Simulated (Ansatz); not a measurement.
Notes on ZnPt3

```xyz
8
Lattice="0.0000 0.0000 5.8586 4.8157 -3.3850 2.9293 4.8157 3.3850 -2.9293" Properties=species:S:1:pos:R:3 pbc="T T T"
Pt    4.8157    0.0000    0.0000
Pt    2.4078    1.6925    1.4646
Pt    2.4078    1.6925   -1.4646
Pt    2.4078   -1.6925    4.3939
Pt    2.4078   -1.6925    1.4646
Zn    0.0000    0.0000    2.9293
Zn    0.0000    0.0000    0.0000
Pt    4.8157    0.0000    2.9293
```

Method: r2SCAN, no spin polarisation; PAW, plane waves to 500 eV, 7×7×7 Γ-centred mesh, fermi-dirac occupations (width 0.1 eV) (Ansatz 0.2.0), atoms fixed.

Task: What do density and ELF say about some of the short contacts?

Result: Pt–Pt at 2.93 Å: least valence density 0.28 e/Å³ and ELF 0.28 there. Zn–Zn at 2.93 Å: least valence density 0.13 e/Å³ and ELF 0.28 there. Pt–Zn at 3.29 Å: least valence density 0.11 e/Å³ and ELF 0.18 there. These are pseudo-fields; inside the PAW spheres they differ from the all-electron ones.

Task: How is the charge shared?

Result: Bader charges in e: Zn +0.56, Pt -0.22 to -0.12. In the mean Zn gives up most and Pt takes most.

Task: Metal or insulator?

Result: It is a metal, with about 10 states/eV a cell as the mean within 0.25 eV of the Fermi level, mostly Pt d (87 %).

Task: What is the formation energy?

Result: 1.12 eV an atom against the elements' usual phases (free molecules for gases, crystals otherwise, with no correction for O₂ or N₂), so at this geometry it isn't bound against them. Relaxing would lower it.

Origin: a known structure type with other elements, at an estimated volume, so it need not be a known compound. Caveats: many states at the Fermi level without spin polarisation, so a magnetic state may lie lower; atoms or cell far from equilibrium.
